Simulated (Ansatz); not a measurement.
Task: Name crystals whose computed values (r²SCAN in the plane-wave PAW code Ansatz) fall in these windows: electron conductivity mass (mₑ) 0.53 to 0.68; gap (eV) 2.3 to 3.3.

Result: 

```
crystal                                        electron conductivity mass (mₑ)  gap (eV)
---------------------------------------------  -------------------------------  --------
CsLaS2, R-3m (Cs on 3a, La on 3b, S on 6c)                                0.59      2.84
K2TeCl6, Fm-3m (K on 8c, Te on 4a, Cl on 24e)                             0.55      2.70
TiO2, anatase                                                             0.62      2.53
MnF2, rutile                                                              0.53      3.00
LiNbO3, R-3c (Li on 6a, Nb on 6b, O on 18e)                               0.62      2.97
```
Others may fit too.

Spin orders computed, not proven ground states: MnF2, rutile antiferromagnetic. Not the usual ambient phase: LiNbO3, R-3c (Li on 6a, Nb on 6b, O on 18e). Standing as an ambient phase not checked: CsLaS2, R-3m (Cs on 3a, La on 3b, S on 6c); K2TeCl6, Fm-3m (K on 8c, Te on 4a, Cl on 24e). All cells were relaxed under the symmetry of their starts (and spin orders); stability against distortions was not tested throughout. Cells of antiferromagnets are given as chemical subcells. Rows with no word on spin ran without spin polarisation. No Hubbard U is applied. Spin–orbit coupling is left out wherever it is not named.

Potentials: the later of the program's two PAW sets.
